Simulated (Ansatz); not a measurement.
## How much do the gradients of MgMnV₄O₁₂ depend on the method?

Cell: a Materials Project structure (computed, not necessarily an observed phase), atoms as given.

```xyz
18
Lattice="4.9669 0.0000 0.0000 -0.0226 5.2998 0.0000 -0.1121 -0.8455 7.6846" Properties=species:S:1:pos:R:3 pbc="T T T"
Mg    2.4291    4.6863    2.1813
Mn   -0.0309    1.9612    2.2203
V    -0.0991    4.3844    7.5867
V     2.4014    2.3498    4.1045
V    -0.0288   -0.3605    4.0933
V     2.4127    1.7137    7.6020
O     1.3621    0.8949    3.1906
O     0.4545   -0.4899    5.6999
O     1.5067    4.4663    0.3800
O     0.8879    3.4439    3.1468
O     3.9092    3.0837    7.1532
O     1.8690    2.2234    5.6846
O     3.2036    2.7548    1.6166
O     0.9844    1.8130    0.3423
O     3.8340    1.3147    4.0519
O     3.3314    0.4181    7.0847
O     4.2877    0.1961    1.6410
O     3.2613    3.9690    3.9798
```

Atoms are numbered from 1 in the order listed; like atoms form one site, named after its first atom.

First run. The numbers come from a DFT calculation in Ansatz (PBE, plane waves and PAW, scalar-relativistic, collinear spin, 420 eV cutoff, Γ-centred 5×4×3 k-points, Fermi–Dirac smearing 0.02 eV). Start moments as typed (μB): 5 on each Mn, none on the rest.

| site | atom | V_zz (10²¹ V/m²) | η | m (μB) |
| --- | --- | --- | --- | --- |
| Mg | 1 | 0.65 | 0.56 | 0.00 |
| Mn | 2 | 1.81 | 0.16 | 3.22 |
| V4 | 4 | 3.82 | 0.57 | 0.16 |
| V5 | 5 | 5.43 | 0.14 | 0.58 |
| O8 | 8 | 2.26 | 0.15 | -0.06 |
| O9 | 9 | -3.71 | 0.30 | 0.00 |
| O10 | 10 | -4.65 | 0.69 | -0.01 |
| O11 | 11 | 2.88 | 0.66 | -0.01 |
| O12 | 12 | 2.43 | 0.82 | 0.00 |
| O13 | 13 | 4.35 | 0.71 | 0.01 |
| O14 | 14 | -4.21 | 0.60 | 0.01 |
| O15 | 15 | 3.18 | 0.69 | 0.00 |
| O17 | 17 | -5.15 | 0.44 | 0.00 |
| O18 | 18 | 5.54 | 0.23 | 0.00 |

Second run. The same atoms and settings, except that the functional is r2SCAN and the cutoff is 500 eV.

(1) What does the second run give?

Results:

(1) 

```tsv
site	atom	V_zz	η	change of V_zz	m (μB)
Mg	1	0.66	0.57	+0.01	0.00
Mn	2	2.82	0.76	+1.01	3.36
V4	4	3.63	0.61	-0.19	0.13
V5	5	7.27	0.09	+1.84	0.68
O8	8	2.60	0.14	+0.34	-0.09
O9	9	-3.89	0.43	-0.18	0.00
O10	10	-4.98	0.57	-0.33	-0.02
O11	11	2.74	0.88	-0.14	-0.01
O12	12	2.77	0.83	+0.34	-0.01
O13	13	4.69	0.70	+0.34	-0.01
O14	14	-4.36	0.53	-0.15	0.00
O15	15	3.55	0.47	+0.37	0.00
O17	17	-5.55	0.45	-0.40	-0.02
O18	18	5.90	0.26	+0.36	-0.01
```

The largest change of V_zz is on V5, from 5.43 to 7.27. In per cent, |V_zz| changes by +2 on Mg, +56 on Mn, -5 to +34 on V, -5 to +15 on O (all sites that start above 0.5). Where |V_zz| stays above 0.1, η moves most on Mn, from 0.16 to 0.76. The table leaves out 4 of the 18 sites, with |V_zz| up to 4.76; their tensors move by 0.40 at most along any direction. The statements above cover all sites. The absolute magnetisation of the cell goes from 5.4 to 5.7 μB.

All moments are parallel here, as the start or the cell imposes; many such compounds order antiparallel, where fields and spin densities carried over to other atoms largely cancel. The magnetic order is the one that the run reached from its start moments, not necessarily the measured one.
For the first run: At this cell the PBE pressure is -6 GPa, so with PBE the cell would shrink if it were relaxed. The entry's cell may itself be off. The largest force is 1.5 eV/Å, so the atoms aren't at the calculated equilibrium and relaxing them would move these values. With a gap of 0.3 eV on this mesh, small gradients can still move by 0.1 × 10²¹ V/m² or more as the k-mesh gets denser.
For the second run: At this cell the r2SCAN pressure is -11 GPa, so with r2SCAN the cell would shrink if it were relaxed. The entry's cell may itself be off. The largest force is 1.6 eV/Å, so the atoms aren't at the calculated equilibrium and relaxing them would move these values. The program didn't check the stability of this electronic state in full, so a lower one may lie near. With a gap of 0.6 eV on this mesh, small gradients can still move by 0.1 × 10²¹ V/m² or more as the k-mesh gets denser.
